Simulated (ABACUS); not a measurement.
A self-consistent single point of MoS₂ (R3m, 3 atoms in the cell; from Materials Project mp-1434, changed as shown).

```
MoS2
1.0
    1.56031     0.90084     6.35246
   -1.56031     0.90084     6.35246
    0.00000    -1.80169     6.35246
Mo S
1 2
Cartesian
  0.00000   0.00000  19.05318
  0.00000   0.00000   7.86949
  0.00000   0.00000   4.82729
```

Level of theory: PBE, numerical atomic orbitals DZP (confined pseudo-atomic orbitals with Gaussian additions; energy shift 0.01 Ry), PseudoDojo 0.5 standard norm-conserving PBE (tails mended) pseudopotentials run with ABACUS.

ABACUS settings:

| setting | value |
|---|---|
| basis | DZP numerical atomic orbitals, energy shift 0.01 Ry |
| KPT | Gamma 6 6 6 0 0 0 |
| basis_type | lcao |
| ecutwfc | 100 Ry |
| smearing_method | fd |
| smearing_sigma | 0.00367493 Ry |
| potentials | PseudoDojo 0.5 standard norm-conserving PBE (tails mended) |
| symmetry | 1 |
| symmetry_prec | 1e-05 |
| ks_solver | scalapack_gvx |
| scf_nmax | 100 |
| scf_thr | 1.0e-06 |
| mixing_type | broyden |

### Question
Estimate, at this level of theory: gap on the k-point mesh, pressure and largest force (vector length).

### Answer
The run gave:

```
Item                                Value
-----------------------------  ----------
Gap on the k-point mesh           1.07 eV
Pressure                        11.75 GPa
Largest force (vector length)  1.493 eV/Å
```

Gaps are taken between levels on the mesh.

For comparison: a first run was changed to give this one (lattice scaled by 0.98), and from it to this one the free energy goes up by 44.8 meV/atom, the pressure goes from 1.63 to 11.75 GPa, the largest force goes from 0.377 to 1.493 eV/Å and the gap on the mesh goes from 1.025 to 1.067 eV.

The atom-centred basis is finite, which shifts total energies, pressures, gaps and forces against plane waves. Forces above 1 eV/Å remain at this geometry, of which the finite basis can carry a part. The structure comes from a collection of computed structures, made at another level of theory; the collection holds predicted forms beside known ones.

Cost on one core: roughly 70 core-seconds.

The atomic orbitals were generated for these runs; they are not ABACUS's published sets and were checked against plane waves on a few crystals only.

“Tails mended”: in these copies of the files the far tail of each local potential was reset to the Coulomb form.
